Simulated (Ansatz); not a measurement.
Two-dimensional strain map in LiPb

Method: DFT PBEsol, scalar-relativistic, plane waves, PAW in Ansatz 0.2.0. The runs took a 420 eV cutoff, a Γ-centred 14×14×14 mesh and Gaussian smearing (0.15 eV). Spin–orbit coupling is left out, which can shift energies with elements as heavy as these. No spin polarisation. Energies are free energies at this smearing, counted from the undisturbed cell; pressure is positive in compression.

The starting cell (as given, not relaxed at this level; it stands at -0.3 GPa, and it needn't be the usual structure):

```yaml
crystal:
  lattice:
    - [3.52200, 0.00000, 0.00000]
    - [0.00000, 3.52200, 0.00000]
    - [0.00000, 0.00000, 3.52200]
  atoms:
    - { symbol: Li, position: [0.50000, 0.50000, 0.50000] }
    - { symbol: Pb, position: [0.00000, 0.00000, 0.00000] }
```

The cell is strained by p along both x and y and by q along z, fractional coordinates fixed. Points are written (p, q).

Energy above the undisturbed cell in meV/atom (a dash: not computed):

```csv
p \ q,-0.030,0.000,0.030
-0.030,17.8,8.5,6.8
0.000,2.7,0.0,4.6
0.030,8.9,11.7,–
```

Pressure in GPa:

```
 p \ q  -0.030  0.000  0.030
-0.030     3.6    2.1    0.9
 0.000     0.9   -0.3   -1.2
 0.030    -1.1   -2.1      –
```